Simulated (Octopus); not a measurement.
GaP (F-43m, No. 216):
```
GaP
1.0
    0.00000     2.72581     2.72581
    2.72581     0.00000     2.72581
    2.72581     2.72581     0.00000
Ga P
1 1
Cartesian
  0.00000   0.00000   0.00000
  1.36291   1.36291   4.08872
```
The cell is a database entry, not relaxed again.

All numbers are Octopus results at the level LDA (grid spacing about 0.20 Å, Γ-centred 6×6×6 k-mesh, no spin polarisation; PseudoDojo for P / valence-only HGH without core correction for Ga), not measurements. Spin-orbit coupling is left out.

Task: What band gap does LDA give on the standard high-symmetry path?

Result: 1.53 eV, from Γ to between Γ and X; smallest direct gap on the path 1.81 eV. A grid finer by a fifth moves the gap between mesh points by under 0.01 eV.
